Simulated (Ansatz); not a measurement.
BP:
```cif
data_B2P2
_chemical_formula_sum 'B2 P2'
_space_group_name_H-M_alt 'P 1'
_space_group_IT_number 1
_cell_length_a 3.18031
_cell_length_b 3.18031
_cell_length_c 7.87132
_cell_angle_alpha 90.000
_cell_angle_beta 90.000
_cell_angle_gamma 120.000
loop_
_space_group_symop_operation_xyz
  'x, y, z'
loop_
_atom_site_label
_atom_site_type_symbol
_atom_site_fract_x
_atom_site_fract_y
_atom_site_fract_z
_atom_site_occupancy
B1 B 0.33333 0.66667 0.25000 1
P1 P 0.66667 0.33333 0.25000 1
P2 P 0.33333 0.66667 0.75000 1
B2 B 0.66667 0.33333 0.75000 1
```

Relaxed with LDA.

Task: Decompose the optical modes at the zone centre into irreducible representations, and say which are infrared and Raman allowed.

Result: Point group 6/mmm: Γ_opt = A2u + 2B1g + E1u + 2E2g. Infrared: A2u, E1u. Raman: E2g.

Task: Assign frequencies (DFPT, DFT-LDA in the program Ansatz with PAW potentials; without the LO–TO term).

Result: E2g 30i, B1g 81, A2u 279, B1g 301, E1u 973, E2g 976 cm⁻¹.

Subscripts of B labels follow the axes of the standard setting.

Space group P6_3/mmc. The start of the workflow was typed in or built on a structure type; neither database checked (COD, Materials Project) lists it. It is not the phase usual at ambient conditions (space group No. 216). The cell was relaxed with LDA under the symmetry of its start; of distortions, only those at the zone centre were tested, and some modes there are weakly imaginary. A crystal of weakly bound layers computed without a dispersion correction: the cell and the soft elastic constants depend strongly on that.

Potentials: the earlier of the program's two PAW sets.
